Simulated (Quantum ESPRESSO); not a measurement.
```
CELL_PARAMETERS angstrom
      2.40251     1.38709     4.37208
     -2.40251     1.38709     4.37208
      0.00000    -2.77419     4.37208
ATOMIC_POSITIONS crystal
  O  0.94386 0.55614 0.25000
  O  0.05614 0.44386 0.75000
  O  0.25000 0.94386 0.55614
  O  0.75000 0.05614 0.44386
  O  0.55614 0.25000 0.94386
  O  0.44386 0.75000 0.05614
  Al 0.14790 0.14790 0.14790
  Al 0.85210 0.85210 0.85210
  Al 0.35210 0.35210 0.35210
  Al 0.64790 0.64790 0.64790
```

The geometry is that of Materials Project entry mp-1143, symmetrised and not relaxed again.

Question: What does norm-conserving PBEsol (Quantum ESPRESSO, 84 Ry, no spin-orbit coupling) give for the electronic structure near the Fermi level?

Answer: The PBEsol gap is direct, 5.82 eV at Γ.
